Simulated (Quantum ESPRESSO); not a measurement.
pw.x input (Quantum ESPRESSO 7.5; LDA, PseudoDojo standard norm-conserving files, scalar-relativistic):

```
&CONTROL
  calculation = 'scf'
  pseudo_dir = './pseudo'
  outdir = './out'
  tprnfor = .true.
  tstress = .true.
/
&SYSTEM
  ibrav = 0
  nat = 10
  ntyp = 4
  ecutwfc = 88.0
  ecutrho = 352.0
  occupations = 'smearing'
  smearing = 'fd'
  degauss = 0.002
  nbnd = 43
/
&ELECTRONS
  conv_thr = 1e-09
/
ATOMIC_SPECIES
F 18.9984 F.upf
Na 22.9898 Na.upf
Al 26.9815 Al.upf
Rb 85.4678 Rb.upf
CELL_PARAMETERS angstrom
  0.000000000000   4.224640000000   4.224640000000
  4.224640000000   0.000000000000   4.224640000000
  4.224640000000   4.224640000000   0.000000000000
ATOMIC_POSITIONS crystal
F   0.781100000000   0.218900000000   0.218900000000
F   0.218900000000   0.781100000000   0.781100000000
F   0.218900000000   0.781100000000   0.218900000000
F   0.781100000000   0.218900000000   0.781100000000
F   0.218900000000   0.218900000000   0.781100000000
F   0.781100000000   0.781100000000   0.218900000000
Na   0.500000000000   0.500000000000   0.500000000000
Al   0.000000000000   0.000000000000   0.000000000000
Rb   0.750000000000   0.750000000000   0.750000000000
Rb   0.250000000000   0.250000000000   0.250000000000
K_POINTS automatic
6 6 6 0 0 0
```

End of the output:

```
     total energy              =    -500.66222443 Ry
     estimated scf accuracy    <       0.00000047 Ry
     total energy              =    -500.66222442 Ry
     estimated scf accuracy    <       0.00000075 Ry
     total energy              =    -500.66222461 Ry
     estimated scf accuracy    <          9.1E-09 Ry
[...]
     the Fermi energy is     6.2585 ev
!    total energy              =    -500.66222461 Ry
     estimated scf accuracy    <          9.6E-10 Ry
     smearing contrib. (-TS)   =       0.00000000 Ry
     internal energy E=F+TS    =    -500.66222461 Ry
     The total energy is F=E-TS. E is the sum of the following terms:
     one-electron contribution =    -219.68116258 Ry
     hartree contribution      =     147.11730527 Ry
     xc contribution           =    -108.97519699 Ry
     ewald contribution        =    -319.12317031 Ry
     convergence has been achieved in   9 iterations
     Forces acting on atoms (cartesian axes, Ry/au):
     atom    1 type  1   force =    -0.01574271    0.00000000   -0.00000000
     atom    2 type  1   force =     0.01574271    0.00000000    0.00000000
     atom    3 type  1   force =     0.00000000   -0.01574271    0.00000000
     atom    4 type  1   force =     0.00000000    0.01574271    0.00000000
     atom    5 type  1   force =     0.00000000    0.00000000   -0.01574271
     atom    6 type  1   force =     0.00000000    0.00000000    0.01574271
     atom    7 type  2   force =    -0.00000000   -0.00000000   -0.00000000
     atom    8 type  3   force =     0.00000000   -0.00000000    0.00000000
     atom    9 type  4   force =     0.00000000    0.00000000   -0.00000000
     atom   10 type  4   force =    -0.00000000   -0.00000000    0.00000000
     Total force =     0.038562     Total SCF correction =     0.000046
     Computing stress (Cartesian axis) and pressure
          total   stress  (Ry/bohr**3)                   (kbar)     P=      -67.42
  -0.00045828   0.00000000   0.00000000          -67.42        0.00        0.00
   0.00000000  -0.00045828   0.00000000            0.00      -67.42        0.00
   0.00000000   0.00000000  -0.00045828            0.00        0.00      -67.42
```
In a gapped system the printed Fermi energy is only some level inside the gap.

Geometry of the Materials Project entry, not relaxed at this level.
